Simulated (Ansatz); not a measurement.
The guess for LaSiO was made by a generator: random cell by space group and Wyckoff sites (P4/mmm, No. 123). Its size is a rough estimate.

```
La Si O
1.0
     4.36887    0.00000    0.00000
     0.00000    4.36887    0.00000
     0.00000    0.00000    3.56286
La Si O
1 1 1
Direct
  0.50000 0.50000 0.00000
  0.00000 0.00000 0.00000
  0.00000 0.00000 0.50000
```

The calculation used Ansatz 0.2.0, DFT PBE, scalar-relativistic, plane waves, PAW. Cutoff 420 eV, Gaussian smearing, Γ-centred meshes. Cell and atoms relax first on a coarse mesh and then on a finer one. In between, the cell is made exact in the group found at 0.06 Å. In metals the finer mesh still leaves noise of several meV/atom or more. The steps can't lower the symmetry of their start. No spin polarisation.

A guess keeps its type if space group and coordination stay and the shape of the cell changes little (axis ratios within about 15 %, angles within 6°); the volume may change.

Q: Does it keep its structure type, or change into something else?

A: It keeps its type. The symmetry stays P4/mmm (No. 123). The volume per atom shrinks by 2.0 %, from 22.7 to 22.2 Å³. The shortest distance goes from 1.78 Å (Si–O) to 1.89 Å (Si–O). The ratio c/a of the conventional cell changes by a factor of 1.10. Counting neighbours within 15 % of an atom's shortest distance, the start has La 4, O 2, Si 2 and the end La 4, O 2, Si 2.

The last run used a 12×12×12 mesh for its 3-atom cell and Gaussian smearing of 0.10 eV. An odd number of electrons in the primitive cell allows no gap without spin; a larger cell or a magnetic state could open one. The cell is a metal run without spin; a magnetic state may lie lower. Symmetry constrained the relaxation, so the result can be a saddle point. Another cell of LaSiO relaxed alike, in P4/nmm, lies 1.27 eV/atom lower, so this cell isn't the stable form at this level.
